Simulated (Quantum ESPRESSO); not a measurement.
**Kohn-Sham bands of HfSi (Pnma)**

```
CELL_PARAMETERS angstrom
      6.86240     0.00000     0.00000
      0.00000     3.76823     0.00000
      0.00000     0.00000     5.22345
ATOMIC_POSITIONS crystal
  Hf 0.67514 0.25000 0.37439
  Hf 0.32486 0.75000 0.62561
  Hf 0.82486 0.75000 0.87439
  Hf 0.17514 0.25000 0.12561
  Si 0.54312 0.25000 0.86087
  Si 0.45688 0.75000 0.13913
  Si 0.95688 0.75000 0.36087
  Si 0.04312 0.25000 0.63913
```

Materials Project entry mp-1042; symmetrised, unrelaxed at this level. COD (Crystallography Open Database) has an entry of this formula and space group (matched by these alone). Level: PBEsol, no spin polarisation, no spin-orbit coupling; pw.x of Quantum ESPRESSO at 47 Ry with PseudoDojo potentials, 4×4×4 k-points, Wannier90. Density: 6×8×6 mesh, cold smearing 0.01 Ry. Spin-orbit coupling is left out although heavy elements are present.

**Question.** List the Kohn-Sham levels between −8 and 3.0 eV relative to the Fermi level at the high-symmetry points, as a band run of pw.x on that density gives them (levels within 2 meV counted together).

**Answer.** 
```csv
point,k (reciprocal lattice),levels (eV)
Γ,0.000 0.000 0.000,"-7.10, -6.88, -5.33, -4.34, -4.29, -3.80, -2.79, -2.67, -2.41, -2.18, -0.80, -0.51, -0.28, -0.23, 0.35, 0.64, 0.89, 1.26, 1.27, 1.97, 2.00, 2.51"
X,0.500 0.000 0.000,"-6.93 (×2), -4.95 (×2), -3.23 (×2), -2.77 (×2), -2.51 (×2), -0.89 (×2), -0.59 (×2), 0.05 (×2), 1.09 (×2), 2.32 (×2), 2.53 (×2), 2.81 (×2)"
S,0.500 0.500 0.000,"-4.07 (×4), -3.14 (×4), -2.00 (×4), 2.87 (×4)"
Y,0.000 0.500 0.000,"-4.32 (×2), -4.15 (×2), -3.18 (×2), -2.63 (×2), -2.08 (×2), -1.69 (×2), 2.06 (×2), 2.49 (×2)"
Z,0.000 0.000 0.500,"-7.15 (×2), -5.35 (×2), -3.52 (×2), -3.06 (×2), -1.81 (×2), -1.22 (×2), -0.19 (×2), 0.90 (×2), 0.93 (×2), 1.66 (×2), 2.04 (×2), 2.74 (×2)"
U,0.500 0.000 0.500,"-7.90 (×2), -3.72 (×2), -3.44 (×2), -3.28 (×2), -2.66 (×2), -1.24 (×2), -0.74 (×2), 0.54 (×2), 1.30 (×2), 1.80 (×2), 2.41 (×2)"
R,0.500 0.500 0.500,"-5.02 (×4), -2.70 (×4), -1.68 (×4), 1.92 (×4), 2.99 (×4)"
T,0.000 0.500 0.500,"-5.67 (×2), -4.37 (×2), -3.02 (×2), -2.76 (×2), -0.80 (×2), -0.55 (×2), -0.05 (×2), 0.86 (×2)"
```
